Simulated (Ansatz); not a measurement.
GaSb:
```
CELL_PARAMETERS angstrom
      3.61466     0.00000     0.00000
      0.00000     3.61466     0.00000
      0.00000     0.00000     3.61466
ATOMIC_POSITIONS crystal
  Ga 0.00000 0.00000 0.00000
  Sb 0.50000 0.50000 0.50000
```

Relaxed with PBE. Special points in fractions of this cell's reciprocal vectors: Γ (0.000, 0.000, 0.000); X (0.000, 0.500, 0.000); M (0.500, 0.500, 0.000); R (0.500, 0.500, 0.500).

Task: List the band energies nearest the Fermi level at these points for the program Ansatz at the PBE level (PAW).

Result: In eV from the Fermi level; about four levels below and three above (degenerate sets whole), none deeper than 8.9 eV; … stands for higher levels left out; points with the same levels are listed once.

| k | below | above |
|---|---|---|
| Γ | -2.20 -0.53 -0.53 -0.53 | 4.12 4.12 … |
| X | -7.79 | 1.65 1.65 2.25 |
| M | -8.43 -5.01 -4.72 -4.72 | 2.74 5.14 6.09 6.09 |
| R | -2.35 -2.35 -2.35 -0.61 -0.61 -0.61 | … |

Space group Pm-3m (CsCl type). A made-up cell: these elements were put on the sites of a structure type; neither database checked (COD, Materials Project) lists it. It is not the phase usual at ambient conditions (space group No. 216). The PBE relaxation kept the symmetry of its start; its stability against distortions is not shown here. Spin–orbit coupling is left out wherever it is not named.

Potentials: the later of the program's two PAW sets.
